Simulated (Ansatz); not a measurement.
Geometry optimisation in Ansatz: input, command and trajectory.

```yaml
crystal:
  lattice:
    - [-5.7317611784, -5.7317611784, 5.7317611784]
    - [5.7317611784, 5.7317611784, 5.7317611784]
    - [-5.7317611784, 5.7317611784, -5.7317611784]
  atoms:
    - { symbol: Zn, position: [0.25, 0.5, 0.25] }
    - { symbol: Zn, position: [0.5, 0.5, 0.0] }
    - { symbol: Zn, position: [0.75, 0.5, 0.75] }
    - { symbol: Zn, position: [0.5, 0.75, 0.75] }
    - { symbol: Zn, position: [0.25, 0.0, 0.75] }
    - { symbol: Zn, position: [0.0, 0.5, 0.5] }
    - { symbol: Zn, position: [0.75, 0.75, 0.5] }
    - { symbol: Zn, position: [0.5, 0.0, 0.5] }
    - { symbol: Zn, position: [0.25, 0.25, 0.5] }
    - { symbol: Zn, position: [0.0, 0.75, 0.25] }
    - { symbol: Zn, position: [0.75, 0.0, 0.25] }
    - { symbol: Zn, position: [0.5, 0.25, 0.25] }
    - { symbol: Zn, position: [0.0, 0.0, 0.0] }
    - { symbol: Zn, position: [0.75, 0.25, 0.0] }
    - { symbol: Zn, position: [0.0, 0.25, 0.75] }
    - { symbol: Se, position: [0.0, 0.25, 0.0] }
    - { symbol: Se, position: [0.25, 0.25, 0.75] }
    - { symbol: Se, position: [0.0, 0.5, 0.75] }
    - { symbol: Se, position: [0.5, 0.25, 0.5] }
    - { symbol: Se, position: [0.25, 0.5, 0.5] }
    - { symbol: Se, position: [0.0, 0.75, 0.5] }
    - { symbol: Se, position: [0.75, 0.25, 0.25] }
    - { symbol: Se, position: [0.5, 0.5, 0.25] }
    - { symbol: Se, position: [0.25, 0.75, 0.25] }
    - { symbol: Se, position: [0.0, 0.0, 0.25] }
    - { symbol: Se, position: [0.75, 0.5, 0.0] }
    - { symbol: Se, position: [0.5, 0.75, 0.0] }
    - { symbol: Se, position: [0.25, 0.0, 0.0] }
    - { symbol: Se, position: [0.75, 0.75, 0.75] }
    - { symbol: Se, position: [0.5, 0.0, 0.75] }
    - { symbol: Se, position: [0.75, 0.0, 0.5] }
total_charge: -2
basis:
  ecutwfc: 420
  xc_grid: 2
kpoints:
  mp_grid: { grid: [2, 2, 2], shift: [0.5, 0.5, 0.5] }
hamiltonian:
  xc: pbe
scf:
  occupations: { method: gaussian, width: 0.02 }
output:
  forces: true
  stress: false
  eigenvalues: true
  write_density: true
  write_potential: true
  elf: true
  volumetric_format: npy
relax:
  adjacent_minimum: "off"
  f_tol: 0.02
  max_steps: 60
```

```bash
ansatz run input.yaml --threads 8 --pin off --max-ram 20480MiB --backend cpu --events-out ev --progress --plain --runs-dir out
```

Level of theory: DFT PBE, scalar-relativistic, plane waves, PAW (Ansatz).

The cell holds a point defect: Zn vacancy, charge −2.

Of 4 frames 4 are shown, positions in Å and forces in eV/Å; the SCF threshold varies from step to step.

```xyz
31
Lattice="-5.7318 -5.7318 5.7318 5.7318 5.7318 5.7318 -5.7318 5.7318 -5.7318" Properties=species:S:1:pos:R:3:forces:R:3 pbc="T T T" step=1 free_energy_over_end_meV_per_atom=10.53
Zn    0.0000    2.8659    2.8659    0.2565    0.3871    0.2565
Zn    0.0000    0.0000    5.7318    0.2565    0.2565    0.3871
Zn   -5.7318    2.8659    2.8659   -0.2565   -0.3871    0.2565
Zn   -2.8659    5.7318    2.8659   -0.3871    0.2565   -0.2565
Zn   -5.7318    2.8659   -2.8659   -0.2565    0.3871   -0.2565
Zn    0.0000    5.7318    0.0000   -0.2565    0.2565   -0.3871
Zn   -2.8659    2.8659    5.7318    0.0000    0.0000    0.0000
Zn   -5.7318    0.0000    0.0000    0.2565   -0.2565   -0.3871
Zn   -2.8659    2.8659    0.0000    0.0000    0.0000    0.0000
Zn    2.8659    5.7318    2.8659   -0.3871   -0.2565    0.2565
Zn   -5.7318   -2.8659    2.8659    0.2565   -0.3871   -0.2565
Zn   -2.8659    0.0000    2.8659    0.3871   -0.2565   -0.2565
Zn    0.0000    0.0000    0.0000   -0.2565   -0.2565    0.3871
Zn   -2.8659   -2.8659    5.7318    0.0000    0.0000    0.0000
Zn   -2.8659    5.7318   -2.8659    0.3871    0.2565    0.2565
Se    1.4329    1.4329    1.4329    0.0529    0.0529   -0.1186
Se   -4.2988    4.2988   -1.4329    0.0529   -0.1186    0.0529
Se   -1.4329    7.1647   -1.4329    0.0051   -0.0051   -0.0051
Se   -4.2988    1.4329    1.4329    0.0529    0.1186   -0.0529
Se   -1.4329    4.2988    1.4329   -0.0529   -0.1186   -0.0529
Se    1.4329    7.1647    1.4329    0.1186    0.0529   -0.0529
Se   -4.2988   -1.4329    4.2988    0.0529   -0.0529    0.1186
Se   -1.4329    1.4329    4.2988   -0.1186    0.0529    0.0529
Se    1.4329    4.2988    4.2988   -0.0051    0.0051   -0.0051
Se   -1.4329    1.4329   -1.4329   -0.0529    0.1186    0.0529
Se   -1.4329   -1.4329    7.1647   -0.0529   -0.0529   -0.1186
Se    1.4329    1.4329    7.1647   -0.0051   -0.0051    0.0051
Se   -1.4329   -1.4329    1.4329    0.0051    0.0051    0.0051
Se   -4.2988    4.2988    4.2988    0.1186   -0.0529    0.0529
Se   -7.1647    1.4329   -1.4329   -0.0529    0.0529    0.1186
Se   -7.1647   -1.4329    1.4329   -0.1186   -0.0529   -0.0529
31
Lattice="-5.7318 -5.7318 5.7318 5.7318 5.7318 5.7318 -5.7318 5.7318 -5.7318" Properties=species:S:1:pos:R:3:forces:R:3 pbc="T T T" step=2 free_energy_over_end_meV_per_atom=0.99
Zn    0.0380    2.9247    2.9039    0.0695    0.1611    0.0695
Zn    0.0380    0.0380    5.7906    0.0695    0.0695    0.1611
Zn   -5.7698    2.8070    2.9039   -0.0695   -0.1611    0.0695
Zn   -2.9247    5.7698    2.8279   -0.1611    0.0695   -0.0695
Zn   -5.7698    2.9247   -2.9039   -0.0695    0.1611   -0.0695
Zn   -0.0380    5.7698   -0.0588   -0.0695    0.0695   -0.1611
Zn   -2.8659    2.8659    5.7318    0.0000    0.0000    0.0000
Zn   -5.6937   -0.0380   -0.0588    0.0695   -0.0695   -0.1611
Zn   -2.8659    2.8659    0.0000    0.0000    0.0000    0.0000
Zn    2.8070    5.6937    2.9039   -0.1611   -0.0695    0.0695
Zn   -5.6937   -2.9247    2.8279    0.0695   -0.1611   -0.0695
Zn   -2.8070   -0.0380    2.8279    0.1611   -0.0695   -0.0695
Zn   -0.0380   -0.0380    0.0588   -0.0695   -0.0695    0.1611
Zn   -2.8659   -2.8659    5.7318    0.0000    0.0000    0.0000
Zn   -2.8070    5.7698   -2.8279    0.1611    0.0695    0.0695
Se    1.4384    1.4384    1.4483   -0.0305   -0.0305   -0.0829
Se   -4.2934    4.3142   -1.4275   -0.0305   -0.0829   -0.0305
Se   -1.5018    7.2336   -1.3641    0.0725   -0.0725   -0.0725
Se   -4.2934    1.4176    1.4275   -0.0305    0.0829    0.0305
Se   -1.4384    4.3142    1.4275    0.0305   -0.0829    0.0305
Se    1.4176    7.1701    1.4275    0.0829   -0.0305    0.0305
Se   -4.2934   -1.4384    4.2834   -0.0305    0.0305    0.0829
Se   -1.4176    1.4384    4.3042   -0.0829   -0.0305   -0.0305
Se    1.5018    4.2300    4.3677   -0.0725    0.0725   -0.0725
Se   -1.4384    1.4176   -1.4275    0.0305    0.0829   -0.0305
Se   -1.4384   -1.4384    7.1801    0.0305    0.0305   -0.0829
Se    1.5018    1.5018    7.0958   -0.0725   -0.0725    0.0725
Se   -1.5018   -1.5018    1.3641    0.0725    0.0725    0.0725
Se   -4.3142    4.2934    4.3042    0.0829    0.0305   -0.0305
Se   -7.1701    1.4384   -1.4483    0.0305   -0.0305    0.0829
Se   -7.1493   -1.4384    1.4275   -0.0829    0.0305    0.0305
31
Lattice="-5.7318 -5.7318 5.7318 5.7318 5.7318 5.7318 -5.7318 5.7318 -5.7318" Properties=species:S:1:pos:R:3:forces:R:3 pbc="T T T" step=3 free_energy_over_end_meV_per_atom=0.06
Zn    0.0473    2.9488    2.9132   -0.0255   -0.0124   -0.0255
Zn    0.0473    0.0473    5.8146   -0.0255   -0.0255   -0.0124
Zn   -5.7791    2.7830    2.9132    0.0255    0.0124   -0.0255
Zn   -2.9488    5.7791    2.8185    0.0124   -0.0255    0.0255
Zn   -5.7791    2.9488   -2.9132    0.0255   -0.0124    0.0255
Zn   -0.0473    5.7791   -0.0829    0.0255   -0.0255    0.0124
Zn   -2.8659    2.8659    5.7318    0.0000    0.0000    0.0000
Zn   -5.6844   -0.0473   -0.0829   -0.0255    0.0255    0.0124
Zn   -2.8659    2.8659    0.0000    0.0000    0.0000    0.0000
Zn    2.7830    5.6844    2.9132    0.0124    0.0255   -0.0255
Zn   -5.6844   -2.9488    2.8185   -0.0255    0.0124    0.0255
Zn   -2.7830   -0.0473    2.8185   -0.0124    0.0255    0.0255
Zn   -0.0473   -0.0473    0.0829    0.0255    0.0255   -0.0124
Zn   -2.8659   -2.8659    5.7318    0.0000    0.0000    0.0000
Zn   -2.7830    5.7791   -2.8185   -0.0124   -0.0255   -0.0255
Se    1.4351    1.4351    1.4459    0.0120    0.0120    0.0137
Se   -4.2966    4.3118   -1.4307    0.0120    0.0137    0.0120
Se   -1.5000    7.2318   -1.3659   -0.0239    0.0239    0.0239
Se   -4.2966    1.4199    1.4307    0.0120   -0.0137   -0.0120
Se   -1.4351    4.3118    1.4307   -0.0120    0.0137   -0.0120
Se    1.4199    7.1669    1.4307   -0.0137    0.0120   -0.0120
Se   -4.2966   -1.4351    4.2858    0.0120   -0.0120   -0.0137
Se   -1.4199    1.4351    4.3010    0.0137    0.0120    0.0120
Se    1.5000    4.2318    4.3659    0.0239   -0.0239    0.0239
Se   -1.4351    1.4199   -1.4307   -0.0120   -0.0137    0.0120
Se   -1.4351   -1.4351    7.1777   -0.0120   -0.0120    0.0137
Se    1.5000    1.5000    7.0976    0.0239    0.0239   -0.0239
Se   -1.5000   -1.5000    1.3659   -0.0239   -0.0239   -0.0239
Se   -4.3118    4.2966    4.3010   -0.0137   -0.0120    0.0120
Se   -7.1669    1.4351   -1.4459   -0.0120    0.0120   -0.0137
Se   -7.1517   -1.4351    1.4307    0.0137   -0.0120   -0.0120
31
Lattice="-5.7318 -5.7318 5.7318 5.7318 5.7318 5.7318 -5.7318 5.7318 -5.7318" Properties=species:S:1:pos:R:3:forces:R:3 pbc="T T T" step=4 free_energy_over_end_meV_per_atom=0.00
Zn    0.0432    2.9519    2.9091   -0.0087    0.0052   -0.0087
Zn    0.0432    0.0432    5.8178   -0.0087   -0.0087    0.0052
Zn   -5.7749    2.7799    2.9091    0.0087   -0.0052   -0.0087
Zn   -2.9519    5.7749    2.8227   -0.0052   -0.0087    0.0087
Zn   -5.7749    2.9519   -2.9091    0.0087    0.0052    0.0087
Zn   -0.0432    5.7749   -0.0860    0.0087   -0.0087   -0.0052
Zn   -2.8659    2.8659    5.7318    0.0000    0.0000    0.0000
Zn   -5.6886   -0.0432   -0.0860   -0.0087    0.0087   -0.0052
Zn   -2.8659    2.8659    0.0000    0.0000    0.0000    0.0000
Zn    2.7799    5.6886    2.9091   -0.0052    0.0087   -0.0087
Zn   -5.6886   -2.9519    2.8227   -0.0087   -0.0052    0.0087
Zn   -2.7799   -0.0432    2.8227    0.0052    0.0087    0.0087
Zn   -0.0432   -0.0432    0.0860    0.0087    0.0087    0.0052
Zn   -2.8659   -2.8659    5.7318    0.0000    0.0000    0.0000
Zn   -2.7799    5.7749   -2.8227    0.0052   -0.0087   -0.0087
Se    1.4387    1.4387    1.4500   -0.0064   -0.0064   -0.0075
Se   -4.2931    4.3159   -1.4272   -0.0064   -0.0075   -0.0064
Se   -1.4997    7.2315   -1.3662   -0.0062    0.0062    0.0062
Se   -4.2931    1.4159    1.4272   -0.0064    0.0075    0.0064
Se   -1.4387    4.3159    1.4272    0.0064   -0.0075    0.0064
Se    1.4159    7.1705    1.4272    0.0075   -0.0064    0.0064
Se   -4.2931   -1.4387    4.2818   -0.0064    0.0064    0.0075
Se   -1.4159    1.4387    4.3046   -0.0075   -0.0064   -0.0064
Se    1.4997    4.2320    4.3656    0.0062   -0.0062    0.0062
Se   -1.4387    1.4159   -1.4272    0.0064    0.0075   -0.0064
Se   -1.4387   -1.4387    7.1818    0.0064    0.0064   -0.0075
Se    1.4997    1.4997    7.0979    0.0062    0.0062   -0.0062
Se   -1.4997   -1.4997    1.3662   -0.0062   -0.0062   -0.0062
Se   -4.3159    4.2931    4.3046    0.0075    0.0064   -0.0064
Se   -7.1705    1.4387   -1.4500    0.0064   -0.0064    0.0075
Se   -7.1476   -1.4387    1.4272   -0.0075    0.0064    0.0064
```

The run took 31 s on 8 threads of Intel(R) Xeon(R) Platinum 8488C (Sapphire Rapids), on a shared host, peak memory 2.3 GiB.